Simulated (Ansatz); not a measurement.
ZnO:
```
ZnO
1.0
    5.51326     0.00000     0.00000
    0.00000     5.51326     0.00000
    0.00000     0.00000     3.24862
Zn O
4 4
Cartesian
  1.00219   1.00219   1.62431
  4.51107   4.51107   1.62431
  1.75444   3.75882   0.00000
  3.75882   1.75444   0.00000
  4.50702   1.00624   1.62431
  1.00624   4.50702   1.62431
  1.75039   1.75039   0.00000
  3.76287   3.76287   0.00000
```

Relaxed with r²SCAN.

### Question
Give the Bader charges and basin volumes of the independent atoms, r²SCAN in the plane-wave PAW code Ansatz.

### Answer


```tsv
atom	Bader charge (e)	Bader volume (Å³)
Zn1	+1.29	10.9
O5	-1.29	13.7
```

Space group P4_2/mnm. The workflow started from a Materials Project entry (that database holds measured and hypothetical structures alike); the Crystallography Open Database copy checked does not list it. It is not the phase usual at ambient conditions (space group No. 186). Symmetry was held in the r²SCAN relaxation; whether a distortion lowers the energy is not shown.

Potentials: the later of the program's two PAW sets.
